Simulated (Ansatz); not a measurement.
Co2Si in space group Pnma (No. 62; Si on 4c, Co on 4c, Co on 4c) at seven volumes, the program Ansatz at the PBEsol level (PAW), shape and atoms relaxed at each. One row is withheld.

```tsv
V (Å³/atom)	P (GPa)
9.327	29.68
9.635	18.05
9.942	8.25
10.250	0.00
10.557	-6.92
10.865	?
11.172	-17.20
```

Q: Fit the shown pressures and predict the withheld one.

A: Third-order Birch–Murnaghan: P = (3/2)B₀(x^(7/2) − x^(5/2))[1 + (3/4)(B′ − 4)(x − 1)] with x = (V₀/V)^(2/3). Least squares on the six rows gives V₀ = 10.250 Å³/atom, B₀ = 248.5 GPa, B′ = 5.01. At V = 10.865, x = 0.9619 and P = -12.52 GPa. The run itself gave -12.60 GPa.

Symmetry was held in the PBEsol relaxation. Spin order of the final state: ferromagnetic, the only order run, not a proven ground state.

Potentials: the later of the program's two PAW sets.
